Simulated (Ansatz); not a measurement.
Here is the system:

MoSeS:
Space group P-6m2 (No. 187); a = b = 3.2382 Å, c = 12.8301 Å, α = β = 90.00°, γ = 120.00°

| atom | site | symmetry | x | y | z |
|---|---|---|---|---|---|
| Mo | 1a | -6m2 | 0.0000 | 0.0000 | 0.0000 |
| Mo | 1d | -6m2 | 0.3333 | 0.6667 | 0.5000 |
| Se | 2g | 3m. | 0.0000 | 0.0000 | 0.3691 |
| S | 2h | 3m. | 0.3333 | 0.6667 | 0.1195 |

This is the r²SCAN+D4-relaxed structure.

All from r²SCAN+D4 in the plane-wave PAW code Ansatz, unless another level is named. Predict the static dielectric constant ε0 (ions relaxed, cell fixed).

15.7 (xx = yy), 6.25 (zz).

Predict the Born charges (a third of the trace).

Mo -1.35 to -0.74, Se +0.67, S +0.38 e.

Give the Bader charges.

Mo +1.04 to +1.34, Se -0.51, S -0.68 e.

What about the electronic dielectric constant ε∞ (DFPT)?

15.5 (xx = yy), 6.20 (zz).

The first step of the workflow began from a Materials Project structure, measured or hypothetical; the Crystallography Open Database copy checked does not list it. With Se and S taken as one species the cell has the higher symmetry P6_3/mmc, so it may be an ordered model of a mixed-site phase. Whether it is the stable phase at ambient conditions was not checked. Symmetry was held in the r²SCAN+D4 relaxation; whether a distortion lowers the energy is not shown. The run is not spin-polarised. Spin–orbit coupling is left out wherever it is not named.

Potentials: the later of the program's two PAW sets.
